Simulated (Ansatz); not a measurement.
An Ansatz input:

```yaml
crystal:
  lattice:
    - [4.4310562788, -2.8590653665, 0.0]
    - [4.4310562788, 2.8590653665, 0.0]
    - [0.0, 0.0, 9.6232897429]
  atoms:
    - { symbol: Cl, position: [0.9146791259, 0.0853208741, 0.0914720832] }
    - { symbol: Cl, position: [0.5853208741, 0.4146791259, 0.5914720832] }
    - { symbol: Cl, position: [0.0853208741, 0.9146791259, 0.9085279168] }
    - { symbol: Cl, position: [0.4146791259, 0.5853208741, 0.4085279168] }
hamiltonian:
  xc: revpbe
  pseudopotentials:
    kind: paw
    azcp:
      Cl: "pseudopotentials/Cl.paw.azcp"
basis:
  ecutwfc: 420
  fft_grid_basis: typed
kpoints:
  mp_grid: { grid: [6, 6, 3], shift: [0, 0, 0] }
magnetization:
  spin_polarized: false
scf:
  occupations: { method: fermi_dirac, width: 0.05 }
```

Terminal output

```
Engine: ansatz 0.2.0, aarch64-unknown-linux-gnu
Pseudopotentials: kind: paw
Pseudopotential: Cl, paw, valence charge 7, recommended cutoff 420 eV (normal) 
Functional definition: revPBE
  parameter kappa = 1.245
  parameter beta = 0.06672455060314922
  exchange = pbe_x(kappa = kappa, mu = beta*pi^2/3)
  correlation = pbe_c(beta = beta)
Crystal: 4 atoms, lattice volume = 243.829 Å³
Basis set: ecut = 420 eV, 4751 PW (Γ)
Bands: 18, of which v1, the nominal top of the filled ones, is band 14 counted from 1 (13 counted from 0)
Symmetry: 8 space group operations
Space group: Cmce (ITA 64), of the structure as read, at distance tolerance 6.2e-5 Å
k-points: 26 of 108
Non-local potential: Cl, projectors of the file, l = 0: 2, l = 1: 2, l = 2: 2
PAW form: soft (Blöchl's): semilocal exchange-correlation on the pseudo side does not see the compensation charge
PAW frozen core: Cl, regenerated for the run's functional, and the local potential with it (the file was generated under x = pbe(κ = 0.804, μ = 0.2195149727645171), c = pbe(β = 0.06672455060314922))
PAW one-centre angular grid: Cl, 110 points (default); XC on 64 Gauss nodes
Initial density: superposition of atomic densities (neutral atoms: chi_scale 0, normalization atom), corrected by the library's trained network
Initial wavefunctions: pseudopotential atomic-orbital guess
Functional: x = revpbe(κ = 1.245, μ = 0.2195149727645171), c = pbe(β = 0.06672455060314922)
SCF iter   1: F=—  HF=-4329.106198 eV  |F-HF|=—  |Δ(HF+E_count)|=         —  Δρ=1.43e-3  dr2=2.21e-3  ethr=1.77e-3  ⟨swp⟩=6.2  Hψ=2638  notcnv=0
SCF iter   2: F=—  HF=-4329.106974 eV  |F-HF|=—  |Δ(HF+E_count)|=   7.76e-4  Δρ=7.38e-4  dr2=5.97e-4  ethr=7.91e-6  ⟨swp⟩=2.0  Hψ=1040  notcnv=0
SCF iter   3: F=—  HF=-4329.107156 eV  |F-HF|=—  |Δ(HF+E_count)|=   1.82e-4  Δρ=7.39e-5  dr2=1.34e-5  ethr=2.13e-6  ⟨swp⟩=2.8  Hψ=864  notcnv=0
SCF iter   4: F=—  HF=-4329.107223 eV  |F-HF|=—  |Δ(HF+E_count)|=   6.62e-5  Δρ=2.36e-5  dr2=1.10e-6  ethr=4.80e-8  ⟨swp⟩=2.0  Hψ=680  notcnv=0
SCF iter   5: F=—  HF=-4329.107221 eV  |F-HF|=—  |Δ(HF+E_count)|=   1.43e-6  Δρ=6.19e-6  dr2=1.19e-7  ethr=3.93e-9  ⟨swp⟩=2.0  Hψ=806  notcnv=0
SCF iter   6: F=-4329.107221 eV  HF=-4329.107221 eV  |F-HF|=6.39e-9  |Δ(HF+E_count)|=   7.93e-8  Δρ=1.54e-6  dr2=3.91e-9  ethr=3.57e-10  ⟨swp⟩=2.0  Hψ=937  notcnv=0
SCF 1 converged in 6 iterations: F = -4329.107221 eV  dr2 = 3.91e-9
SCF converged after 6 iterations
Free energy (F): -4329.107221 eV
Harris-Foulkes:  -4329.107221 eV  (|F-HF|=6.39e-9)
Internal energy: -4329.107221 eV  (E = F + TS)
E sigma→0 (E₀):  -4329.107221 eV
Fermi energy:    -2.283714 eV
--- Per-component energies (eV) ---
  E_band       = -256.757379
  E_kinetic    = 637.723901
  E_local      = -1772.100959  (includes V_loc(G=0)·N_el)
  E_nonlocal   = 112.699180
  E_hartree    = 616.067598
  E_xc         = -425.439691
  E_vxc        = -482.239547  (∫ρ·V_xc dr)
  E_paw        = -2645.511302  (= ΣΔE_a)
  E_vpaw       = 15.023892  (= ΣTr[D̂ρ^β])
  E_aug_tail   = 0.000358  (compensation charges beyond the density's cutoff)
  E_ewald      = -852.421704
  E_core_change = -0.124602  (= ΣΔE_core)
  E_smearing   = -0.000000  (= −TS)
  E_closure    = 0.000000  (closes the sum)
  Σ components = -4329.107221   (vs F -4329.107221, Δ=0.00e0)
```
